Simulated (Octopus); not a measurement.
ZrN (Fm-3m, No. 225):
```
ZrN
1.0
    0.00000     2.29427     2.29427
    2.29427     0.00000     2.29427
    2.29427     2.29427     0.00000
Zr N
1 1
Cartesian
  2.29427   0.00000   0.00000
  0.00000   0.00000   0.00000
```
The cell is a database entry, not relaxed again.

Level: LDA. Code: Octopus 16.4. Numerical set-up: grid spacing about 0.15 Å, Γ-centred 10×10×10 k-mesh, Fermi-Dirac smearing of 0.1 eV, no spin polarisation; PseudoDojo 0.4 LDA potentials.

Energies in eV against the Fermi level; 17 electrons a cell outside the pseudopotentials' cores.

```
k-point (reduced)        band 5  band 6  band 7  band 8  band 9  band 10  band 11  band 12
-----------------------  ------  ------  ------  ------  ------  -------  -------  -------
Γ (0.000, 0.000, 0.000)  -16.07   -2.67   -2.67   -2.67   -0.45    -0.45    -0.45     1.53
X (0.500, 0.000, 0.500)  -15.50   -4.57   -3.52   -3.17   -3.17     3.33     4.50     4.50
U (0.625, 0.250, 0.625)  -14.93   -5.52   -4.75   -4.48   -0.74     3.36     3.64     5.17
K (0.375, 0.375, 0.750)  -14.93   -5.52   -4.75   -4.48   -0.74     3.36     3.64     5.17
L (0.500, 0.500, 0.500)  -13.79   -7.70   -5.72   -5.72    2.96     3.04     3.04     4.77
W (0.500, 0.250, 0.750)  -14.89   -5.46   -4.76   -4.76    0.98     0.98     4.51     4.63
```
